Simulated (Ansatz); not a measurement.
input.yaml

```yaml
crystal:
  lattice:
    - [6.2014901218, 0.0, 0.0]
    - [0.0, 6.2014901218, 0.0]
    - [0.0, 0.0, 25.2118157186]
  atoms:
    - { symbol: Ta, position: [0.5, 0.5, 0.3173115372] }
    - { symbol: Ta, position: [0.5, 0.0, 0.3173115372] }
    - { symbol: Ta, position: [0.0, 0.5, 0.3173115372] }
    - { symbol: Ta, position: [0.0, 0.0, 0.3173115372] }
    - { symbol: "N", position: [0.25, 0.25, 0.3173115372] }
    - { symbol: "N", position: [0.25, 0.75, 0.3173115372] }
    - { symbol: "N", position: [0.75, 0.25, 0.3173115372] }
    - { symbol: "N", position: [0.75, 0.75, 0.3173115372] }
    - { symbol: Ta, position: [0.75, 0.75, 0.4070364709] }
    - { symbol: Ta, position: [0.75, 0.25, 0.4070364709] }
    - { symbol: Ta, position: [0.25, 0.75, 0.4070364709] }
    - { symbol: Ta, position: [0.25, 0.25, 0.4070364709] }
    - { symbol: "N", position: [0.5, 0.5, 0.4027950862] }
    - { symbol: "N", position: [0.5, 0.0, 0.4027950862] }
    - { symbol: "N", position: [0.0, 0.5, 0.4027950862] }
    - { symbol: "N", position: [0.0, 0.0, 0.4027950862] }
    - { symbol: Ta, position: [0.0, 0.0, 0.4883431952] }
    - { symbol: Ta, position: [0.0, 0.5, 0.4883431952] }
    - { symbol: Ta, position: [0.5, 0.0, 0.4883431952] }
    - { symbol: Ta, position: [0.5, 0.5, 0.4883431952] }
    - { symbol: "N", position: [0.75, 0.75, 0.5008075672] }
    - { symbol: "N", position: [0.75, 0.25, 0.5008075672] }
    - { symbol: "N", position: [0.25, 0.75, 0.5008075672] }
    - { symbol: "N", position: [0.25, 0.25, 0.5008075672] }
    - { symbol: Ge, position: [0.25, 0.25, 0.6816751434] }
    - { symbol: Cl, position: [0.25, 0.25, 0.597587586] }
    - { symbol: Cl, position: [0.3014704326, -0.0681628916, 0.7097056513] }
    - { symbol: Cl, position: [-0.0512713333, 0.3645025902, 0.7097056513] }
    - { symbol: Cl, position: [0.4998009008, 0.4536603014, 0.7097056513] }
basis:
  ecutwfc: 420
kpoints:
  mp_grid: { grid: [3, 3, 1] }
hamiltonian:
  xc: pbe
  dispersion: d3bj
scf:
  occupations: { method: gaussian, width: 0.1 }
output:
  forces: true
  eigenvalues: true
relax:
  adjacent_minimum: "off"
  f_tol: 0.04
  max_steps: 100
  constraints: [{ sites: [0, 1, 2, 3, 4, 5, 6, 7] }]
efield:
  axis: 3
  dipole_correction: true
  ramp_width: 0.04
```

Command:
```bash
ansatz run input.yaml --threads 4 --pin off --max-ram 10240MiB --backend cpu --events-out ev --progress --plain --runs-dir out
```

The calculation used Ansatz, DFT PBE+D3(BJ), scalar-relativistic, plane waves, PAW.

Part of what the program printed, abridged (final results; tables in files aren't shown):

```
SCF converged after 6 iterations
Free energy (F): -132439.018810 eV
Harris-Foulkes:  -132439.018810 eV  (|F-HF|=2.70e-8)
Internal energy: -132438.946198 eV  (E = F + TS)
E sigma→0 (E₀):  -132438.982504 eV
Entropy (-TS):   -0.072611 eV (-2.504 meV/atom)
Fermi energy:    4.126995 eV
Dipole field:    D = -0.015595 V/Å  (p = -0.083565 e·Å, saw-weighted, corrected)
Work function:   Φ+ = 3.6972 eV   Φ− = 3.3040 eV
Levels:          The Fermi level and band energies are counted from a zero that moves with the ramp; work functions are not
--- Per-component energies (eV) ---
  E_band       = -4549.465919
  E_kinetic    = 6731.545266
  E_local      = -300502.001011  (includes V_loc(G=0)·N_el)
  E_nonlocal   = 1245.873616
  E_hartree    = 146893.230668
  E_xc         = -3852.248596
  E_vxc        = -3925.783241  (∫ρ·V_xc dr)
  E_paw        = -106939.254219  (= ΣΔE_a)
  E_vpaw       = -1877.646290  (= ΣTr[D̂ρ^β])
  E_aug_tail   = 0.003511  (compensation charges beyond the density's cutoff)
  E_efield     = 0.000652  (sawtooth field / dipole correction)
  E_vefield    = -7.910688  (∫n·V_field dr)
  E_ewald      = 123993.135115
  E_disp       = -9.231200  (pairwise vdW)
  E_smearing   = -0.072611  (= −TS)
--- Forces (eV/Å), atoms counted from 1 ---
  atom   1  Ta    -0.30969930    -0.30306937     1.85975565
  atom   2  Ta     0.32313231     0.28393981     1.81000545
  atom   3  Ta     0.30838558    -0.29925414     1.85145886
  atom   4  Ta    -0.32064193     0.28519955     1.81265641
  atom   5  N     -0.00108558    -0.35824871    -2.25797906
  atom   6  N      0.00350373    -0.25012253    -1.38990851
  atom   7  N     -0.00434149     0.39142181    -2.42441449
  atom   8  N     -0.00091158     0.25027993    -1.27647578
  atom   9  Ta    -0.00098240    -0.00578686     0.00448026
  atom  10  Ta     0.00214622     0.00785955     0.00250905
  atom  11  Ta     0.00002858    -0.00132224    -0.00180583
  atom  12  Ta    -0.00117000    -0.00167005    -0.00537829
  atom  13  N     -0.00670995     0.00410211    -0.00034878
  atom  14  N      0.00658361     0.00290206     0.00221286
  atom  15  N      0.00908524    -0.00014823     0.00751926
  atom  16  N     -0.00583475     0.00077998     0.00445026
  atom  17  Ta    -0.01024968     0.01383698     0.00169452
  atom  18  Ta     0.00255177     0.00692690    -0.00481446
  atom  19  Ta    -0.00899940    -0.01134049    -0.00425063
  atom  20  Ta     0.00777492    -0.00985959    -0.00274194
  atom  21  N      0.00291673     0.00042670     0.00221584
  atom  22  N     -0.00169966    -0.00190323    -0.00313564
  atom  23  N      0.00168661    -0.00567991    -0.00312981
  atom  24  N      0.00110051     0.00402626    -0.00454990
  atom  25  Ge    -0.00577317    -0.00971987     0.00897291
  atom  26  Cl     0.00629927     0.00448104    -0.00305654
  atom  27  Cl    -0.00235623    -0.00279879     0.00876442
  atom  28  Cl     0.00477958     0.00606457     0.00396770
  atom  29  Cl     0.00048631    -0.00125130     0.00143155
--- Band table (eV; the first three rows and the last of 5) ---
  k-point 0: bands = ["-65.3745", "-65.3568", "-65.3529", "-65.3360", "-65.1651", "-65.1441", "-65.1423", "-65.1226", "-64.6340", "-64.6159", "-64.5384", "-64.5039", "-32.2173", "-32.2042", "-32.1267", "-32.1013", "-32.0943", "-32.0658", "-32.0642", "-32.0199", "-32.0187", "-31.9531", "-31.9215", "-31.9168", "-31.8521", "-31.8468", "-31.8392", "-31.7271", "-31.7150", "-31.7067", "-31.6445", "-31.6414", "-31.5256", "-31.5252", "-31.4529", "-31.4455", "-31.4396", "-31.4303", "-31.4001", "-31.3197", "-31.2162", "-31.2070", "-31.1169", "-31.0998", "-31.0675", "-31.0023", "-30.9066", "-30.8725", "-21.7990", "-21.7751", "-21.7708", "-21.7701", "-21.7579", "-13.8691", "-13.1278", "-12.8314", "-12.7 ...
  k-point 1: bands = ["-65.3696", "-65.3601", "-65.3498", "-65.3407", "-65.1610", "-65.1464", "-65.1404", "-65.1263", "-64.6331", "-64.6155", "-64.5389", "-64.5046", "-32.1739", "-32.1298", "-32.1116", "-32.0769", "-32.0729", "-32.0386", "-32.0064", "-31.9991", "-31.9640", "-31.9533", "-31.9133", "-31.8743", "-31.8446", "-31.8431", "-31.8140", "-31.8087", "-31.7667", "-31.7379", "-31.6856", "-31.6601", "-31.6519", "-31.5685", "-31.5035", "-31.4650", "-31.4123", "-31.3943", "-31.3769", "-31.3086", "-31.2122", "-31.1896", "-31.1125", "-31.0962", "-31.0604", "-31.0065", "-30.9689", "-30.9455", "-21.7991", "-21.7751", "-21.7708", "-21.7701", "-21.7579", "-13.4841", "-12.9262", "-12.6587", "-12.6 ...
  k-point 2: bands = ["-65.3696", "-65.3601", "-65.3498", "-65.3407", "-65.1600", "-65.1497", "-65.1372", "-65.1272", "-64.6299", "-64.6200", "-64.5365", "-64.5057", "-32.1862", "-32.1370", "-32.0960", "-32.0673", "-32.0643", "-32.0527", "-32.0130", "-31.9956", "-31.9573", "-31.9463", "-31.9120", "-31.8955", "-31.8438", "-31.8315", "-31.8250", "-31.8071", "-31.7529", "-31.7356", "-31.6985", "-31.6640", "-31.6483", "-31.5661", "-31.5067", "-31.4673", "-31.4140", "-31.3947", "-31.3633", "-31.2639", "-31.2107", "-31.2047", "-31.1970", "-31.1057", "-31.0853", "-31.0588", "-30.8980", "-30.8779", "-21.7991", "-21.7751", "-21.7708", "-21.7701", "-21.7579", "-13.4789", "-12.9276", "-12.6400", "-12.6 ...
  k-point 4: bands = ["-65.3649", "-65.3570", "-65.3531", "-65.3453", "-65.1561", "-65.1462", "-65.1408", "-65.1309", "-64.6291", "-64.6194", "-64.5372", "-64.5064", "-32.0984", "-32.0813", "-32.0628", "-32.0509", "-32.0415", "-32.0160", "-31.9904", "-31.9804", "-31.9095", "-31.9001", "-31.8899", "-31.8636", "-31.8314", "-31.8276", "-31.8140", "-31.8057", "-31.8032", "-31.7733", "-31.7657", "-31.7553", "-31.6431", "-31.6175", "-31.5876", "-31.5758", "-31.3871", "-31.3736", "-31.3496", "-31.2602", "-31.2035", "-31.1976", "-31.1841", "-31.1069", "-31.0799", "-31.0513", "-30.9616", "-30.9463", "-21.7991", "-21.7751", "-21.7708", "-21.7701", "-21.7579", "-13.1967", "-12.7586", "-12.6663", "-12.5 ...
--- Relaxed structure (60 steps of the walk, 59 accepted, 0 SCFs on fresh bases) ---
  F+E_penalty+E_count = -132439.01880955 eV   max|allowed force component| = 1.384e-2 eV/Å
  atoms:
    - { symbol: Ta, position: [0.5, 0.5, 0.3173115372] }
    - { symbol: Ta, position: [0.5, 0.0, 0.3173115372] }
    - { symbol: Ta, position: [0.0, 0.5, 0.3173115372] }
    - { symbol: Ta, position: [0.0, 0.0, 0.3173115372] }
    - { symbol: N, position: [0.25, 0.25, 0.3173115372] }
    - { symbol: N, position: [0.25, 0.75000000, 0.3173115372] }
    - { symbol: N, position: [0.75000000, 0.25, 0.3173115372] }
    - { symbol: N, position: [0.75000000, 0.75000000, 0.3173115372] }
    - { symbol: Ta, position: [0.75006838, 0.77462047, 0.40776836] }
    - { symbol: Ta, position: [0.74993340, 0.22324973, 0.40240388] }
    - { symbol: Ta, position: [0.24992605, 0.72599044, 0.40733302] }
    - { symbol: Ta, position: [0.25002665, 0.27688445, 0.40288682] }
    - { symbol: N, position: [0.53014462, 0.50186948, 0.40051869] }
    - { symbol: N, position: [0.47009221, -0.00150787, 0.40050987] }
    - { symbol: N, position: [-0.03019252, 0.50185780, 0.40041740] }
    - { symbol: N, position: [0.02986378, -0.00132065, 0.40054612] }
    - { symbol: Ta, position: [-0.00347945, -0.00627837, 0.48837245] }
    - { symbol: Ta, position: [0.00516080, 0.50583334, 0.48812120] }
    - { symbol: Ta, position: [0.50494318, -0.00449468, 0.48831776] }
    - { symbol: Ta, position: [0.49397328, 0.50723786, 0.48817767] }
    - { symbol: N, position: [0.74993585, 0.74257703, 0.49560827] }
    - { symbol: N, position: [0.75025621, 0.25275851, 0.48960780] }
    - { symbol: N, position: [0.25023235, 0.75819793, 0.49520465] }
    - { symbol: N, position: [0.25011547, 0.24826171, 0.49073396] }
    - { symbol: Ge, position: [0.25016534, 0.25061498, 0.62663844] }
    - { symbol: Cl, position: [0.50104580, 0.50533873, 0.58669332] }
    - { symbol: Cl, position: [0.50723605, -0.00067265, 0.58640379] }
    - { symbol: Cl, position: [-0.00450230, 0.50169892, 0.58654608] }
    - { symbol: Cl, position: [-0.00401236, -0.00416256, 0.58651902] }
```

The relaxation met its thresholds.

Time: 34 min on 4 threads of Arm Neoverse V1, with other jobs on the host, peak memory 3.2 GiB.

Spin–orbit coupling is left out, which can shift energies with elements as heavy as these.